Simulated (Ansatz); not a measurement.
Bi:
```cif
data_Bi6
_chemical_formula_sum 'Bi6'
_space_group_name_H-M_alt 'R-3m :H'
_space_group_IT_number 166
_space_group_name_Hall '-R 3 2"'
_cell_length_a 4.58290
_cell_length_b 4.58290
_cell_length_c 12.16557
_cell_angle_alpha 90.000
_cell_angle_beta 90.000
_cell_angle_gamma 120.000
loop_
_atom_site_label
_atom_site_type_symbol
_atom_site_symmetry_multiplicity
_atom_site_Wyckoff_symbol
_atom_site_fract_x
_atom_site_fract_y
_atom_site_fract_z
_atom_site_occupancy
Bi1 Bi 6 c 0.00000 0.00000 0.23366 1
```
(The calculation used a cell of 2 atoms; values per cell refer to that cell.)

Relaxed with PBE.

Problem. Which orbitals make up the states near the Fermi level in the program Ansatz at the PBE level (PAW)?

Solution. Within 0.5 eV of the Fermi level: Bi 6p 89 %, Bi 6s 9 %. Projections are on Löwdin-orthogonalised atomic valence shells; empty p or d shells of many metals are not among them.

Problem. Tabulate the density of states.

Solution. States/eV per cell of 2 atoms, in 0.25 eV bins, energy from the Fermi level.

| E (eV) | total | Bi 6p | Bi 6s |
|---|---|---|---|
| -7.85 | 0.08 | 0.00 | 0.08 |
| -7.60 | 0.00 | 0.00 | 0.00 |
| -7.35 | 0.00 | 0.00 | 0.00 |
| -7.10 | 0.00 | 0.00 | 0.00 |
| -6.85 | 0.00 | 0.00 | 0.00 |
| -6.60 | 0.00 | 0.00 | 0.00 |
| -6.35 | 0.00 | 0.00 | 0.00 |
| -6.10 | 0.00 | 0.00 | 0.00 |
| -5.85 | 0.00 | 0.00 | 0.00 |
| -5.60 | 0.00 | 0.00 | 0.00 |
| -5.35 | 0.00 | 0.00 | 0.00 |
| -5.10 | 0.00 | 0.00 | 0.00 |
| -4.85 | 0.00 | 0.00 | 0.00 |
| -4.60 | 0.00 | 0.00 | 0.00 |
| -4.35 | 0.33 | 0.33 | 0.01 |
| -4.10 | 0.69 | 0.68 | 0.01 |
| -3.85 | 0.95 | 0.93 | 0.01 |
| -3.60 | 0.99 | 0.96 | 0.02 |
| -3.35 | 1.15 | 1.11 | 0.03 |
| -3.10 | 1.34 | 1.30 | 0.03 |
| -2.85 | 1.71 | 1.66 | 0.05 |
| -2.60 | 1.84 | 1.77 | 0.05 |
| -2.35 | 1.86 | 1.78 | 0.06 |
| -2.10 | 1.85 | 1.76 | 0.07 |
| -1.85 | 1.85 | 1.75 | 0.08 |
| -1.60 | 1.94 | 1.83 | 0.08 |
| -1.35 | 1.84 | 1.73 | 0.09 |
| -1.10 | 1.78 | 1.67 | 0.09 |
| -0.85 | 1.65 | 1.53 | 0.10 |
| -0.60 | 1.17 | 1.07 | 0.08 |
| -0.35 | 0.79 | 0.71 | 0.06 |
| -0.10 | 0.27 | 0.24 | 0.02 |
| 0.15 | 0.14 | 0.12 | 0.01 |
| 0.40 | 0.59 | 0.52 | 0.05 |
| 0.65 | 1.52 | 1.36 | 0.11 |
| 0.90 | 1.62 | 1.46 | 0.11 |
| 1.15 | 1.30 | 1.19 | 0.07 |
| 1.40 | 1.30 | 1.19 | 0.06 |
| 1.65 | 1.27 | 1.16 | 0.05 |
| 1.90 | 1.27 | 1.16 | 0.05 |
| 2.15 | 1.31 | 1.20 | 0.04 |
| 2.40 | 1.56 | 1.35 | 0.04 |
| 2.65 | 1.93 | 1.54 | 0.04 |
| 2.90 | 1.32 | 1.18 | 0.02 |
| 3.15 | 1.23 | 1.11 | 0.02 |
| 3.40 | 1.38 | 1.17 | 0.02 |
| 3.65 | 1.54 | 1.19 | 0.02 |
| 3.90 | 1.12 | 0.90 | 0.01 |
| 4.15 | 0.89 | 0.73 | 0.01 |
| 4.40 | 1.04 | 0.66 | 0.01 |
| 4.65 | 1.77 | 0.70 | 0.01 |

Symmetry was held in the PBE relaxation. Spin–orbit coupling is left out wherever it is not named.

Potentials: the earlier of the program's two PAW sets.
